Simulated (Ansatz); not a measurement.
Input:

TiCo2 (cubic Laves, MgCu2 type), conventional cell a = b = c = 6.553 Å, α = β = γ = 90.00°. The calculation uses the primitive cell of 6 atoms, to which meshes and values per cell refer.

Equation-of-state scan: isotropic scaling of the cell above, V₀ being its volume. Symmetry pins the atoms to their sites.

Level of theory: PBEsol (plane waves to 420 eV, PAW, scalar-relativistic; Ansatz, a program for electronic structure). k mesh 12×12×12 (Γ-centred), Fermi-Dirac smearing 0.05 eV. Energies are smeared free energies. Compression counts positive. TiCo2 is run without spin polarisation. TiCo2 was relaxed with its symmetry unable to fall. ΔE is measured from the relaxed starting cell.

The scan covers V/V₀ from 0.940 to 1.060 in 11 points.

What pressure does the cell carry at V/V₀ = 0.940?

16.4 GPa.

What is ΔE at V/V₀ = 0.940?

34 meV/atom.

What is ΔE at V/V₀ = 1.060?

27 meV/atom.

(A scan under strain: stresses follow from slopes of the energy per volume, elastic moduli from its curvatures.)
